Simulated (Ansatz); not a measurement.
Here is the system:

CdS (zinc blende)

Space group F-43m (No. 216); a = b = c = 5.879 Å, α = β = γ = 90.00°

```
atom  site  symmetry       x       y       z
----  ----  --------  ------  ------  ------
S       4c      -43m  0.2500  0.2500  0.2500
Cd      4a      -43m  0.0000  0.0000  0.0000
```
(The calculation used a cell of 2 atoms; values per cell refer to that cell.)

Equation-of-state scan: isotropic scaling of the cell above, V₀ being its volume. Symmetry pins the atoms to their sites.

Calculation: r2SCAN (plane waves to 500 eV, PAW, scalar-relativistic; Ansatz, a program for electronic structure). k mesh 10×10×10 (Γ-centred), Fermi-Dirac smearing 0.05 eV. The energy includes the smearing's −TS. Stress and pressure are positive under compression. CdS was relaxed with its symmetry unable to fall. The PAW data are Ansatz's earlier set. The zero of ΔE is the relaxed starting cell.

The scan covers V/V₀ from 0.840 to 1.160 in 9 points.

Question: What is the fitted pressure derivative B₀′?

Answer: 4.5.

Question: What bulk modulus B₀ follows from a third-order Birch-Murnaghan fit?

Answer: 60.4 GPa.

(A scan under strain: stresses follow from slopes of the energy per volume, elastic moduli from its curvatures.)
